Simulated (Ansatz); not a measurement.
**CaF: forces and stress of a distorted cell**

This is artificial CaF built from the CsCl structure and then distorted.

PBE on full-potential LAPW: scalar relativity, no spin–orbit coupling, cores by Dirac's equation, point nucleus (Ansatz). Occupations are Fermi–Dirac at 0.15 eV on a coarse k-mesh, 2×2×2 (shift 0.5, 0.5, 0.5 mesh steps); the results hold for that mesh. For a metal, stress, forces and moments on so few k-points can be far from the converged ones. No spin polarisation. The cell's electron count is odd, so a run with spin could end lower. Labels count atoms in the order given.

Extended XYZ with forces in eV/Å (pressure in GPa):

```xyz
2
Lattice="3.6350 0.0555 -0.0244 0.0555 3.4263 -0.0962 -0.0244 -0.0962 3.4196" Properties=species:S:1:pos:R:3:forces:R:3 pbc="T T T" pressure=0.77
Ca    2.1010    1.3972    2.7871    0.0679    0.0843    0.1202
F     3.9108    3.0591    4.3930   -0.0679   -0.0843   -0.1202
```

Stress xx yy zz yz xz xy in GPa, positive in compression: -0.02 1.10 1.24 -1.99 -0.48 1.16.
